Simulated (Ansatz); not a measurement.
**Run times of several calculations on WS2 with an S vacancy**

WS2 with an S vacancy, cell charge +1. Cell: 53 atoms, space group P3m1, a = 9.540 Å, b = 9.540 Å, c = 12.500 Å, α = 90.00°, β = 90.00°, γ = 120.00°.

All runs are DFT with Ansatz 0.2.0 on 4 threads of Intel Xeon 6975P-C (Granite Rapids) (x86_64; 16 cores open to the job, memory cap 10.0 GiB, no GPU), a shared host.

Q: Rank the runs by wall time, shortest first.
A. single point, PBE, collinear spin, 420 eV, 3×3×2 k-points, smearing 0.01 eV
B. single point at relaxed positions, r2SCAN, collinear spin, 500 eV, 3×3×2 k-points, smearing 0.01 eV
C. relaxation of the ions, PBE, collinear spin, 420 eV, 3×3×2 k-points, smearing 0.01 eV

A: A (2 min, 6.1 GiB), B (4.3 min, 8.6 GiB), C (6.1 min, 7 GiB).
